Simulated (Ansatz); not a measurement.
Level of theory: DFT PBE, scalar-relativistic, plane waves, PAW in Ansatz. Settings: cutoff 420 eV, Γ-centred meshes spaced at most about 0.3 Å⁻¹, and about 0.25 Å⁻¹ or finer for metals (2π included), Gaussian smearing. Collinear spin in cells that started with moments and kept them past the coarse steps, no spin elsewhere.

Temperature and zero-point effects are left out.

Two forms of ZrBr5 were relaxed alike.

A. (site moments Zr 1.0 μB) Space group F-43m (No. 216), cubic, a = 8.580 Å. Zr is surrounded by 16 Br at 3.56–3.72 Å; Br on a site of symmetry -43m has 12 Br at 3.56 Å and 4 Zr at 3.72 Å; Br on a site of symmetry 3m has 6 Br at 3.03–3.04 Å, 3 Zr at 3.56 Å and 3 Br at 3.56 Å.

B. (site moments Zr 0.7 μB) Space group P6/mmm (No. 191), hexagonal, a = 5.182 Å, c = 13.349 Å. Zr has 2 Br at 2.48 Å; Br on a site of symmetry -6m2 has 6 Br at 2.99 Å; Br on a site of symmetry 6/mmm is surrounded by 6 Br at 2.99 Å; Br on a site of symmetry 6mm is surrounded by 1 Zr at 2.48 Å.

Question: Which would you expect to be lower, and how large is the difference?

Answer: B is lower, by 246 meV/atom. A has space group F-43m (No. 216), 26.3 Å³/atom and no gap on its mesh; B has space group P6/mmm (No. 191), 51.7 Å³/atom and no gap. Counting Br atoms around Zr (those within 1.25 times the shortest such distance or 1.15 times the sum of covalent radii; the shortest distance is added where it is long for a bond), A has Zr 16 from 3.6 Å and B has Zr 2. Even the lower one lies +0.12 eV/atom against the reference forms of the elements (uncorrected), so neither is stable at this level. Both come from invented guesses. A third cell relaxed alike, in P-62m, lies 0.95 eV/atom below the lower of the two.

No dispersion correction is applied, so the spacing and binding between layers, chains or molecules are poorly described (P6/mmm), and this can change margins and order among such cells. Another magnetic order may lie lower. Cells relaxed within their symmetry can be saddle points.
